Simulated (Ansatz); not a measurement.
The start is a relaxed CeO2 cell, doubled along one cell vector, shaken by Gaussian noise of σ = 0.08 Å a coordinate. The cell and all atomic positions are relaxed at zero pressure with PBE (plane waves to 420 eV, PAW, scalar-relativistic; Ansatz, a program for electronic structure). The first steps use a coarse 8×4×8 k-mesh.

Input geometry:
```
CeO2
1.0
    1.71368     0.98939     5.16624
   -3.42736     1.97879    10.33249
    0.00000    -1.97879     5.16624
Ce O
2 4
Direct
  0.99729   0.01583   0.99269
  0.98538   0.52503   0.94336
  0.24963   0.13404   0.23525
  0.25669   0.64018   0.24613
  0.39950   0.19467   0.45059
  0.33933   0.70589   0.45852
```

How large is the pressure on the unrelaxed cell, and of which sign?

+3.7 GPa (positive: the cell is compressed).

How much energy is released per atom?

0.86 eV/atom.

How does the volume change?

-22.4 %, from 17.52 to 13.60 Å³/atom.

Is the parent structure recovered?

It does not go back: it reaches Fm-3m (No. 225), fluorite type, 789 meV/atom below the parent.

How do the shortest distances between atoms change?

The closest pairs of elements (up to four, under 3.6 Å), start → end: Ce–O 2.05 → 2.37 Å; O–O 2.21 → 2.73 Å; Ce–Ce 3.32 → 3.86 Å.

Is the relaxed structure metallic? Give its gap.

1.87 eV, indirect (valence top at 31 % of the way from K to Γ, conduction bottom at L) (no spin-orbit coupling).

What does it relax into? Give the structure.


```cif
data_Ce4O8
_chemical_formula_sum 'Ce4 O8'
_space_group_name_H-M_alt 'Fm-3m'
_space_group_IT_number 225
_space_group_name_Hall '-F 4 2 3'
_cell_length_a 5.46455
_cell_length_b 5.46455
_cell_length_c 5.46455
_cell_angle_alpha 90.000
_cell_angle_beta 90.000
_cell_angle_gamma 90.000
loop_
_atom_site_label
_atom_site_type_symbol
_atom_site_symmetry_multiplicity
_atom_site_Wyckoff_symbol
_atom_site_fract_x
_atom_site_fract_y
_atom_site_fract_z
_atom_site_occupancy
Ce1 Ce 4 b 0.50000 0.50000 0.50000 1
O1 O 8 c 0.25000 0.25000 0.25000 1
```
(The calculation used a cell of 3 atoms; values per cell refer to that cell.)

Final values are on a 10×10×10 k-mesh of the relaxed cell. No spin polarisation in the result. No Hubbard U is applied. The f-shell occupation is the one the SCF fell into and was not checked against other states.

Of the parent cell (R3m (No. 160)): it is a generated cell of CeO2: the first start was made by placing the elements on the sites of a structure type, and the end was not matched to a known phase here, so it may be hypothetical. Known forms of CeO2 include space group No. 225.
